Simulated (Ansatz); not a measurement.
Mg2Si (antifluorite type, space group Fm-3m)

```
CELL_PARAMETERS angstrom
      0.00000     3.18242     3.18242
      3.18242     0.00000     3.18242
      3.18242     3.18242     0.00000
ATOMIC_POSITIONS crystal
  Si 0.00000 0.00000 0.00000
  Mg 0.25000 0.25000 0.25000
  Mg 0.75000 0.75000 0.75000
```

The slice is a {100} plane (indices of the conventional cell) through the point (0.750, 0.750, 0.750) (fractional), spanned by u = [100] and v = [0 1 -1] in vectors of this cell: u (4.50 Å) and v (4.50 Å, at 90° to u). It covers one period; positions are fractions (u, v).

Calculation: PBE (plane waves to 420 eV, PAW, scalar-relativistic; Ansatz, a quantum-chemistry and plane-wave program). k mesh 9×9×9. Inside the PAW spheres the values are not all-electron values, and peaks at nuclei hang on which shells count as valence. Mg2Si was relaxed with its symmetry unable to fall.

Task: Predict the map of the density of the highest valence band (whole band, smooth part) on the slice.

Result: 
```
|0001245678899999998876542100|
|0001245678899999998876542100|
|1112345678889999988876543211|
|2223456677888898888776654322|
|3444556677788888887776655444|
|5555666667777777777766666555|
|6666666666666666666666666666|
|7777776666655555556666677777|
|8888777665544434445566777888|
|9888877665432222234566778888|
|9998887654321111123456788899|
|9999887654210000012456788999|
|9999887654210000012456788999|
|9999987653210000012356789999|
|9999887654210000012456788999|
|9999887654210000012456788999|
|9998887654321111123456788899|
|9888877665432222234566778888|
|8888777665544434445566777888|
|7777776666655555556666677777|
|6666666666666666666666666666|
|5555666667777777777766666555|
|3444556677788888887776655444|
|2223456677888898888776654322|
|1112345678889999988876543211|
|0001245678899999998876542100|
|0001245678899999998876542100|
|0001235678999999999876532100|
```
Scale: ten equal steps from 0.000 (start of '0') to 0.034 (end of '9'), in the order '0123456789'. Values: density of the highest valence band (whole band, smooth part) in e/Å³. The map has 28 points along u (one character each, u = 0 at the left) and 28 along v (v = 0 in the bottom row).
